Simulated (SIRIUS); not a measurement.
Input and output of a self-consistent single point for HfN (I4mm, 2 atoms in the cell; from Materials Project mp-2828, changed as shown) (SIRIUS).

Computed with PBEsol, FP-LAPW (LAPW with two local orbitals a valence shell; core below -3 Ha), all-electron full potential with ZORA scalar-relativistic valence and Dirac core (SIRIUS).

The change in words: atom 2 moved by -0.04 angstrom along z. Reference geometry (Fm-3m):
```yaml
crystal:
  lattice:
    - [0.00000, 2.25586, 2.25586]
    - [2.25586, 0.00000, 2.25586]
    - [2.25586, 2.25586, 0.00000]
  atoms:
    - { symbol: Hf, position: [0.00000, 0.00000, 0.00000] }
    - { symbol: N, position: [0.50000, 0.50000, 0.50000] }
```

Reference input (self-consistent single point, DFT, PBEsol, FP-LAPW (LAPW with two local orbitals a valence shell; core below -3 Ha), all-electron full potential with ZORA scalar-relativistic valence and Dirac core): parameters.ngridk = 18 18 18; basis = LAPW with two local orbitals a valence shell, core below -3 Ha; unit_cell.atom_type_rmt = {Hf: 2.36, N: 1.77} bohr; parameters.xc_functionals = [XC_GGA_X_PBE_SOL, XC_GGA_C_PBE_SOL]; parameters.aw_cutoff = 7; parameters.pw_cutoff = 20 1/bohr; parameters.smearing = gaussian; parameters.smearing_width = 0.00734986 Ha; parameters.electronic_structure_method = full_potential_lapwlo; parameters.lmax_apw = 8; parameters.lmax_rho = 8; parameters.lmax_pot = 8. This run's input differs from it in these lines:

```diff
@@ -55,3 +55,3 @@
       "N": [
-        [2.25586, 2.25586, 2.25586]
+        [2.25586, 2.25586, 2.2158590905]
       ]
```

Output (repeated stretches shortened):

```
[find] density tolerance         : 1e-06
[find] total energy tolerance    : 1e-07
[find] iter_solver_tol (initial) : 0.01
[find] iter_solver_tol (target)  : 1e-13
[find] num_dft_iter              : 100
Charges and magnetic moments
--------------------------------------------------------------------------------
atom      charge    core leakage
--------------------------------------------------------------------------------
   0   69.924849    0.000000e+00
   1    6.067434    0.000000e+00

total core leakage    : 0.00000000e+00
interstitial charge   : 3.007717
total charge          : 79.000000
[find] | SCF iteration   0 out of 100|
   [... lines left out ...]
[find]    1    6.539569    2.838183e-07
[find] total core leakage    : 1.02596917e-05
[find] interstitial charge   : 2.969235
[find] total charge          : 78.999988
[find] Energy
[find] smearing (-TS)                 :      -0.00046899
[find] Total energy                   :  -15147.97475272 (Ha),  -30295.94950544 (Ry)
[find] Free energy (E-TS)             :  -15147.97522171 (Ha),  -30295.95044342 (Ry)
[find] band gap (eV)                  :       0.00000000
[find] Efermi                         :       0.50599850
[find] iteration : 14, RMS (target) : 3.2123e-07 (1.0000e-06) , energy difference (target) : -2.7339e-09 (1.0000e-07)
[find] converged after 15 SCF iterations!
Warning in function "check_num_electrons" at src/density/density.cpp:1179
wrong number of electrons
  obtained value : 79
  target value : 79
  difference : 1.17532e-05
  total core leakage : 1.02597e-05
    atom class : 0, core leakage : 9.97587e-06
    atom class : 1, core leakage : 2.83818e-07
[find] Charges and magnetic moments
[find] atom      charge    core leakage
[find]    0   69.491184    9.975873e-06
[find]    1    6.539569    2.838183e-07
[find] total core leakage    : 1.02596917e-05
[find] interstitial charge   : 2.969235
[find] total charge          : 78.999988
[find] Energy
[find] smearing (-TS)                 :      -0.00046899
[find] Total energy                   :  -15147.97475272 (Ha),  -30295.94950544 (Ry)
[find] Free energy (E-TS)             :  -15147.97522171 (Ha),  -30295.95044342 (Ry)
[find] band gap (eV)                  :       0.00000000
[find] Efermi                         :       0.50599850
[ground_state] ==== total Forces in Ha/bohr =====
[ground_state] atom:    0, force:      -0.0000000      0.0000000     -0.0091776
[ground_state] atom:    1, force:       0.0000000     -0.0000000      0.0092412
```

The run converged in 15 iterations. Against the reference run the free energy goes up by 4.8 meV/atom and the largest force goes from 0.000 to 0.475 eV/Å.

The structure comes from a collection of computed structures, made at another level of theory; the collection holds predicted forms beside known ones. Values depend on the basis (sphere radii, cutoffs, local orbitals), which need not be converged.

Cost on one core: around 2.1 core-minutes (rough).

The gap that the log prints is read on the run's mesh, which can miss the band edges or a crossing.
